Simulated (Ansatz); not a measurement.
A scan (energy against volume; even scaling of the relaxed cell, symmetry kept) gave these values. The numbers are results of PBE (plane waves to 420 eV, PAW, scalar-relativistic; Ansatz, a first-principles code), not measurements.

- Bulk modulus at fixed cell shape B₀ (third-order Birch-Murnaghan fit) = 157 GPa
- Pressure derivative B₀′ (fit) = 4.6
- Equilibrium volume of the fit = 16.31 Å³/atom

### Question
Of these crystals, all scanned alike, which one is it?
A. Ru (hcp, Mg type)
B. Cd (hcp, Mg type)
C. TaSiAs (space group P4/nmm)
D. Co (hcp, Mg type)

### Answer
C, TaSiAs (space group P4/nmm). The others have, for the bulk modulus at fixed cell shape: Co 212 GPa, Cd 44.2 GPa, Ru 311 GPa

All were relaxed with their symmetry unable to fall. Relaxed Co ends ferromagnetic. Ru is run without spin polarisation. Spin-orbit coupling is left out. TaSiAs is run without spin polarisation. The relaxed volume of Cd is well above the measured one; the method has no dispersion term. Other magnetic orders were not checked, so this need not be the ground state. (This holds for the magnetic or f-shell members.) With the shape held, the modulus is that of even scaling; a crystal free to change shape is softer.

(Under strain, the slope of the energy per volume gives the stress and its curvature an elastic modulus.)
